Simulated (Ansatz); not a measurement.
## SiPb: from a first guess to the relaxed rocksalt type

First guess:

```yaml
crystal:
  lattice:
    - [0.00000, 2.82527, 2.82527]
    - [2.82527, 0.00000, 2.82527]
    - [2.82527, 2.82527, 0.00000]
  atoms:
    - { symbol: Pb, position: [0.00000, 0.00000, 0.00000] }
    - { symbol: Si, position: [0.50000, 0.50000, 0.50000] }
```

Method: Ansatz 0.2.0, DFT, PBE, PAW with Ansatz's default frozen-core files, scalar-relativistic.

Cell and atoms relax within the symmetry of the start on a 13×13×13 k mesh with 0.05 eV Fermi–Dirac smearing.

The start is built from a prototype, known or not as a phase of this compound; the cutoff is 420 eV.

Spin–orbit coupling is left out, though it moves levels of the heavy atoms by tenths of an eV or more.

**Question.** What is the pressure of the first guess?

**Answer.** 7.34 GPa.

**Question.** What does it relax to?

**Answer.** a = 5.862 Å, b = 5.862 Å, c = 5.862 Å, α = 90.00°, β = 90.00°, γ = 90.00° (conventional cell), 25.17 Å³ per atom:
```cif
data_structure
_symmetry_space_group_name_H-M 'Fm-3m'
_symmetry_Int_Tables_number 225
_cell_length_a 5.8615
_cell_length_b 5.8615
_cell_length_c 5.8615
_cell_angle_alpha 90.000
_cell_angle_beta 90.000
_cell_angle_gamma 90.000
_cell_volume 201.39
loop_
_atom_site_label
_atom_site_type_symbol
_atom_site_symmetry_multiplicity
_atom_site_Wyckoff_symbol
_atom_site_fract_x
_atom_site_fract_y
_atom_site_fract_z
_atom_site_occupancy
Pb1 Pb 4 a 0.00000 0.00000 0.00000 1
Si1 Si 4 b 0.50000 0.00000 0.00000 1
```

**Question.** How much energy does the relaxation release?

**Answer.** 54 meV/atom.
